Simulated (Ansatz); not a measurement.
**Computed properties of K2ICl (ordering on rocksalt)**

All numbers come from Ansatz. Simulation only: non-magnetic, and no claim that this is the phase found in nature.

The cell is an ordered 4-atom cell of K2ICl on the rocksalt lattice (R-3m); cell and atoms were relaxed with r2SCAN. The symmetry is R-3m (No. 166, trigonal); conventional cell a = 4.715 Å, c = 23.291 Å, 37.37 Å³ an atom. Cl has 6 K at 3.21 Å; I has 6 K at 3.48 Å; K has 3 Cl at 3.21 Å and 3 I at 3.48 Å.

```cif
data_structure
_symmetry_space_group_name_H-M 'P 1'
_symmetry_Int_Tables_number 1
_cell_length_a 8.2270
_cell_length_b 8.2270
_cell_length_c 8.2270
_cell_angle_alpha 33.303
_cell_angle_beta 33.303
_cell_angle_gamma 33.303
_cell_volume 149.46
loop_
_atom_site_label
_atom_site_type_symbol
_atom_site_fract_x
_atom_site_fract_y
_atom_site_fract_z
_atom_site_occupancy
Cl1 Cl 0.00000 0.00000 0.00000 1
I1 I 0.50000 0.50000 0.50000 1
K1 K 0.25994 0.25994 0.25994 1
K2 K 0.74006 0.74006 0.74006 1
```

Relaxed lattice by functional, symmetry kept:
```csv
functional,k mesh,a (Å),c (Å),volume (Å³/atom)
PBE,6×6×6,4.778,23.645,38.96
r2SCAN,6×6×6,4.715,23.291,37.37
```

Band edges at fixed r2SCAN geometry:
```tsv
level	k mesh	gap (eV)	kind	edges	least direct gap (eV)	rough cost
PBE	6×6×6	3.81	direct	Γ	3.81	17 core-seconds
PBE+SOC	6×6×6	3.49	direct	Γ	3.49	80 core-seconds
r2SCAN	6×6×6	4.38	direct	Γ	4.38	24 core-seconds
HSE06	4×4×4	4.82	direct	Γ	4.82	7 core-minutes
PBE0	4×4×4	5.52	direct	Γ	5.52	7 core-minutes
G0W0@PBE (446 empty bands, 120 eV, 4×4×4)	4×4×4	6.06	–	Γ (mesh)	–	18 core-minutes
```
PBE: smearing of 0.02 eV; the others have fixed occupations.
Wave cutoffs: 420 eV, 500 eV (r2SCAN).
The G0W0 gap is PBE's gap over the path plus the quasiparticle shift read on the mesh. G0W0 here is at a finite number of bands, screening cutoff and k mesh, not at the basis limit.
Costs come from shared machines and give only the order; PBE's includes the band path.

HSE06 gives a direct gap of 4.82 eV at Γ. Spin-orbit coupling changes the PBE gap by -0.32 eV, to 3.49 eV.

Set against the finite-basis gap of 6.06 eV from G0W0@PBE (446 empty bands, 120 eV, 4×4×4), the closest functional is PBE0, which differs by -0.54 eV, at about 17 times r2SCAN's cost; G0W0 itself took about 50 times r2SCAN's cost. The others: HSE06 -1.24, r2SCAN -1.68, PBE -2.25 eV. The yardstick's own error is a tenth of an eV or more. r2SCAN covers 57 % of the step from PBE to HSE06, while HSE06 needs about 17 times r2SCAN's cost (on a coarser mesh). Spin-orbit coupling moves the least or the direct gap by up to 0.32 eV, so it has to be included where a tenth of an eV counts. Among these functionals the gap stays direct.

Only the levels marked +SOC include spin-orbit coupling.
